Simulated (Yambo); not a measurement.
# BaTiP2O8: sweep of GW parameters

G0W0@LDA for BaTiP2O8 (space group C2/m, No. 12) in Yambo. Reference settings: 2×2×1 Γ-centred k mesh, bands 2 to 256 and a 7 Ry block in the screening, 256 bands in G with the Bruneval-Gonze terminator, plasmon pole fitted at 27.2 eV. The LDA gap (-0.5, -0.5, 0) → Γ on this mesh is 2.65 eV; G0W0 gaps are taken between the same points.

| change from the reference | G0W0 gap (-0.5, -0.5, 0) → Γ (eV) | shift of the valence edge (eV) | rough Yambo cost |
|---|---|---|---|
| reference settings | 5.32 | -0.87 | 1 |
| 104 bands in W, 104 bands in G | 5.33 | -0.70 | about 1/3 |
| 169 bands in W, 169 bands in G | 5.31 | -0.80 | within a factor of two |
| 104 bands in G | 5.28 | -0.84 | – |
| 169 bands in G | 5.30 | -0.86 | – |
| 126 bands in W | 5.35 | -0.77 | within a factor of two |
| 1 Ry block | 7.37 | -1.55 | within a factor of two |
| 3 Ry block | 5.72 | -0.93 | within a factor of two |
| 6 Ry block | 5.32 | -0.85 | within a factor of two |
| pole fitted at 55 eV | 5.37 | -0.94 | – |
| no random integration | 5.20 | -0.59 | – |
| 104 bands in G, no terminator | 5.43 | -0.21 | – |
| 169 bands in G, no terminator | 5.44 | -0.48 | – |
| no terminator | 5.44 | -0.66 | – |

The reference isn't shown to be the converged limit. Costs are rough (shared machines), scaled to the same edge states, and given only for runs that recompute the screening.

Geometry of the Materials Project entry, not relaxed at this level; primitive cell a = b = 4.9157 Å, c = 7.8412 Å, α = β = 93.49°, γ = 64.64°.

The structure is a Materials Project entry; no match was found in the copy of COD used, and its stability was not checked.

A shift is the quasiparticle energy of the state minus its LDA energy.
